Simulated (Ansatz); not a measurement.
Ga$_{3}$Se: how the occupation rule moves the results

Method: DFT PBE, scalar-relativistic, plane waves, PAW (Ansatz 0.2.0).

```yaml
crystal:
  lattice:
    - [4.43246, 0.00000, 0.00000]
    - [0.00000, 4.43246, 0.00000]
    - [0.00000, 0.00000, 4.43246]
  atoms:
    - { symbol: Ga, position: [0.00000, 0.50000, 0.50000] }
    - { symbol: Ga, position: [0.50000, 0.00000, 0.50000] }
    - { symbol: Ga, position: [0.50000, 0.50000, 0.00000] }
    - { symbol: Se, position: [0.00000, 0.00000, 0.00000] }
```

```
plane-wave cutoff : 420 eV
Γ-centred k-mesh  : 10×10×10
spin treatment    : unpolarised
```

The atoms are held and the occupation rule is swept. Energies are extrapolated to zero smearing and count from the reference run, 10×10×10 Γ-centred mesh, Gaussian smearing 0.1 eV. The cell isn't necessarily relaxed at this level. Pressure is positive in compression.

```
      rule, width (eV)  ΔE (meV/atom)  ΔF, free energy (meV/atom) P (GPa)
          Gaussian 0.1           0.00                        0.00    -0.61
         Gaussian 0.01           0.21                        1.65    -0.62
         Gaussian 0.02           0.20                        1.61    -0.61
         Gaussian 0.05           0.22                        1.22    -0.59
          Gaussian 0.3          -1.84                       -8.73    -0.65
          Gaussian 0.5          -2.93                       -22.7    -0.64
      Fermi–Dirac 0.01           0.21                        1.56    -0.61
Methfessel–Paxton 0.02              ?                           ?        ?
Methfessel–Paxton 0.05           0.25                        1.69    -0.60
             cold 0.01              ?                           ?        ?
             cold 0.02              ?                           ?        ?
              cold 0.5              ?                           ?        ?
           tetrahedron          -3.37                       -1.90    -0.56
```

(1) Fill in the withheld rows.

Answers

(1) The withheld rows:

| rule, width (eV) | ΔE (meV/atom) | ΔF, free energy (meV/atom) | P (GPa) |
| --- | --- | --- | --- |
| Methfessel–Paxton 0.02 | 0.20 | 1.67 | -0.63 |
| cold 0.01 | 0.21 | 1.67 | -0.62 |
| cold 0.02 | 0.17 | 1.66 | -0.62 |
| cold 0.5 | -3.49 | -3.98 | -0.61 |